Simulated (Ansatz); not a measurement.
The elements of this relaxed trial crystal are hidden behind letters.

```
lattice vectors (Å)
  -3.2370    3.2370    2.5099
   3.2370   -3.2370    2.5099
   3.2370    3.2370   -2.5099
fractional positions
X 0.6328 0.8672 0.5000
X 0.1328 0.6328 0.7655
X 0.3672 0.1328 0.5000
X 0.8672 0.3672 0.2345
Z 0.0000 0.0000 0.0000
Z 0.5000 0.5000 0.0000
```

Theory: Ansatz, DFT PBE, scalar-relativistic, plane waves, PAW. Settings of the last relaxation (6-atom cell): 420 eV, 10×10×10 k points, Gaussian smearing of 0.10 eV, no spin polarisation.

```
Space group                                 : I4/mcm (No. 140)
Conventional cell                           : a = 6.474 Å, c = 5.020 Å
Volume per atom                             : 17.53 Å³
Density                                     : 5.14 g/cm³
Formation energy                            : +0.10 eV/atom
Gap on the 10×10×10 mesh of the 6-atom cell : 0 eV (a metal)
```

Energies are uncorrected and count from the elements' standard states at the same level.

Question: X is a d-block element of period 4 and Z is a p-block element of period 3. Which elements are they?

Answer: X = Zn, Z = S, so the formula is Zn2S. Density times volume gives a mean mass of 5.14 × 17.53/1.6605 = 54.3 u per atom, and this set has 54.3 u. Zn is surrounded by 1 Zn at 2.43 Å and 2 S at 2.53 Å; S is surrounded by 2 S at 2.51 Å and 4 Zn at 2.53 Å. Other sets within the hints have nearly the same mass, so mass alone doesn't settle it; this one was computed.

Symmetry constrained the relaxation, so the result can be a saddle point. Another cell of Zn2S relaxed alike, in P4/nmm, lies 278 meV/atom lower, so this cell isn't the stable form at this level.
